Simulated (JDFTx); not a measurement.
Reference run:

* **surface**: Cu(100)
* **bulk**: Cu, Fm-3m, lattice of mp-30 (not re-optimised)
* **slab**: 5 atoms in 5 planes, 1x1, 7.2 Å between the outermost planes
* **in-plane cell**: 2.530 × 2.530 Å, 6.40 Å²
* **cell height**: 23.2 Å
* **sampling**: 8×8×1 k mesh, Fermi smearing 0.01 Ha, no spin polarisation

The reference is PBE, GBRV ultrasoft potentials, plane waves to 20/100 Ha; code: a modified build of JDFTx. Unrelaxed; liquid: linear PCM (GLSSA13), water, 1 M NaF. Potentials refer to SHE, placed 4.44 V below the bulk liquid's zero by convention. LDA and PBEsol take their own potentials, PW91 and RPBE those of PBE; the lattice is kept.

```json
[
 {"functional": "LDA", "work function (eV)": "4.96", "U_pzc (V)": "0.26", "mean C below U_pzc (μF/cm²)": "15 over 0.5 V", "k states × plane waves": "15 × 4282", "cycles, vacuum run": "23", "rough core time, vacuum run": "3 min"},
 {"functional": "PBE", "work function (eV)": "(withheld)", "U_pzc (V)": "(withheld)", "mean C below U_pzc (μF/cm²)": "15 over 0.5 V", "k states × plane waves": "15 × 4282", "cycles, vacuum run": "25", "rough core time, vacuum run": "3 min"},
 {"functional": "PBEsol", "work function (eV)": "4.71", "U_pzc (V)": "0.01", "mean C below U_pzc (μF/cm²)": "15 over 0.5 V", "k states × plane waves": "15 × 4282", "cycles, vacuum run": "34", "rough core time, vacuum run": "4 min"},
 {"functional": "PW91", "work function (eV)": "4.64", "U_pzc (V)": "-0.07", "mean C below U_pzc (μF/cm²)": "15 over 0.5 V", "k states × plane waves": "15 × 4282", "cycles, vacuum run": "25", "rough core time, vacuum run": "3 min"},
 {"functional": "RPBE", "work function (eV)": "4.41", "U_pzc (V)": "-0.30", "mean C below U_pzc (μF/cm²)": "16 over 0.5 V", "k states × plane waves": "15 × 4282", "cycles, vacuum run": "24", "rough core time, vacuum run": "3 min"}
]
```

Task: Fill in the missing entries.

Result: 
- PBE, work function (eV): 4.59
- PBE, U_pzc (V): -0.11

The times are rough (shared hosts); only ratios past two mean anything.
